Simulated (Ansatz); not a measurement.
A generated cell, not matched to a known phase here, of GaAg: P4/mmm (No. 123), tP2, AFLOW prototype AB_tP2_123_a_d (L1_0, as in CuAu); a = 2.8666 Å, b = 2.8666 Å, c = 4.0531 Å, α = 90.00°, β = 90.00°, γ = 90.00°; Ga 1d (0.500, 0.500, 0.500); Ag 1a (0.000, 0.000, 0.000). The numbers are results of PBEsol (plane waves to 420 eV, PAW, scalar-relativistic; Ansatz, a first-principles code), not measurements. Element references, the lowest calculated here: Ag (Fm-3m), Ga (Cmce).

Question: Predict the formation energy of this P4/mmm form of GaAg from the elements from PBEsol.

Answer: 0.01 eV/atom.

A lower structure of this composition may exist.

Static energies, no anion corrections, no zero-point energy. Values are rounded to 0.01 eV/atom. Not shown to be the ambient phase of their composition (a lower form may be missing, and a cell relaxed within its start's symmetry can be a saddle point): GaAg (P4/mmm). The compounds carry no spin polarisation.
